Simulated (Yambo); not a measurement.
BSE-type run in Yambo on CaO2H2 (space group P-3m1, No. 164), at zero momentum.

Quantum ESPRESSO step (PBEsol, PseudoDojo standard norm-conserving files, scalar-relativistic):
```
&CONTROL
  calculation = 'nscf'
  pseudo_dir = './pseudo'
  outdir = './out'
/
&SYSTEM
  ibrav = 0
  nat = 5
  ntyp = 3
  ecutwfc = 84.0
  ecutrho = 336.0
  occupations = 'fixed'
  force_symmorphic = .true.
  nbnd = 35
/
&ELECTRONS
  conv_thr = 5e-09
  diago_full_acc = .true.
  diago_thr_init = 1e-08
/
ATOMIC_SPECIES
H 1.0080 H.upf
O 15.9990 O.upf
Ca 40.0780 Ca.upf
CELL_PARAMETERS angstrom
  3.581161895500   0.000000000000   0.000000000000
 -1.790580947750   3.101377176568   0.000000000000
  0.000000000000   0.000000000000   4.762484759000
ATOMIC_POSITIONS crystal
H   0.666666667000   0.333333333000   0.556560644700
H   0.333333333667   0.666666666333   0.443439355300
O   0.666666667000   0.333333333000   0.759587108000
O   0.333333333667   0.666666666333   0.240412892000
Ca   0.000000000333   0.000000000000   0.000000000000
K_POINTS automatic
9 9 6 0 0 0
```

Yambo input:
```
rim_cut
optics
bse
bss
dipoles
em1s
RandQpts= 1000000
RandGvec= 1 Ry
FFTGvecs= 40 Ry
Chimod= "HARTREE"
BSKmod= "SEX"
BSEmod= "resonant"
BSSmod= "hs"
BSENGexx= 15 Ry
BSENGBlk= 3 Ry
% KfnQP_E
 2.461 | 1.0 | 1.0 |
%
% BSEQptR
 1 | 1 |
%
% BSEBands
 9 | 14 |
%
% BEnRange
 0.0 | 11.6 | eV
%
% BDmRange
 0.15 | 0.15 | eV
%
BEnSteps= 232
% BLongDir
 1.0 | 0.0 | 0.0 |
%
BSHayTrs= -0.02
BSSNEig= 24
WRbsWF
% BndsRnXs
 1 | 30 |
%
NGsBlkXs= 3 Ry
% LongDrXs
 1.0 | 1.0 | 1.0 |
%
```

From the report:

The dimension is k points × valence × conduction bands = 486 × 4 × 2 = 3888.
```
   [SLEPC] Approach                          : Krylov-Schur
   [SLEPC] Number of requested eigenvalues   :  24
   [SLEPC] Number of eigenvalues        [NEV]:  24
    [K] Dimension                                    :   3888
    [K] Bands                                        :   9  14
    [K] Exchange res                                 : yes
    [K] Correlation res                              : yes
    [K] W interaction is bare                        : no
    [K] RL vectors exchange                          :   365
    [K] RL vectors correlation                       :   35
    [W] Matrix size                                  :   35
    [W] Bands                                        :   1  30
    [W] Coulomb Cutoff                               : none
    [W] Hxc Kernel                                   : HARTREE
```
Lowest eigenvalues (eV; in brackets the number of states within 2 meV): 5.92 (2), 6.35 (2), 6.44 (2), 6.54 (1), 6.61 (2), 6.63 (2). They depend on the mesh, which isn't converged, and on the G0W0 scissor.

Geometry relaxed with PBE+D3(BJ).
